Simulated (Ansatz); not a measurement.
## Nb: two-dimensional strain map

Method: DFT PBEsol, scalar-relativistic, plane waves, PAW in Ansatz. The runs took a 420 eV cutoff, a Γ-centred 20×20×20 mesh and Gaussian smearing (0.15 eV). No spin polarisation. Energies are free energies at this smearing, counted from the undisturbed cell; pressure is positive in compression.

The undisturbed cell (as given, not relaxed at this level; it stands at -6.9 GPa; this fcc form isn't the usual structure):

```
Nb
1.0
     0.00000    2.11500    2.11500
     2.11500    0.00000    2.11500
     2.11500    2.11500    0.00000
Nb
1
Direct
  0.00000 0.00000 0.00000
```

The cell is strained by p along both x and y and by q along z, fractional coordinates fixed. Points are written (p, q).

Energy above the undisturbed cell in meV/atom (a dash: not computed):

| p \ q | -0.080 | -0.040 | 0.000 | 0.040 | 0.080 |
| --- | --- | --- | --- | --- | --- |
| -0.080 | 453.8 | 251.0 | 69.2 | -69.9 | -158.3 |
| -0.040 | 115.5 | 47.7 | -21.3 | -74.8 | -99.3 |
| 0.000 | -76.3 | -36.4 | 0.0 | 32.1 | 73.0 |
| 0.040 | -122.6 | -11.3 | 104.6 | – | 319.3 |
| 0.080 | -46.6 | 114.7 | 284.5 | 453.0 | 613.5 |

Pressure in GPa:

```
 p \ q  -0.080  -0.040  0.000  0.040  0.080
-0.080    51.8    38.2   25.8   15.1    6.3
-0.040    26.2    16.1    7.0   -1.0   -7.8
 0.000     6.3    -0.7   -6.9  -12.6  -17.5
 0.040    -8.2   -13.1  -17.2      –  -24.0
 0.080   -18.4   -21.7  -24.4  -26.5  -28.4
```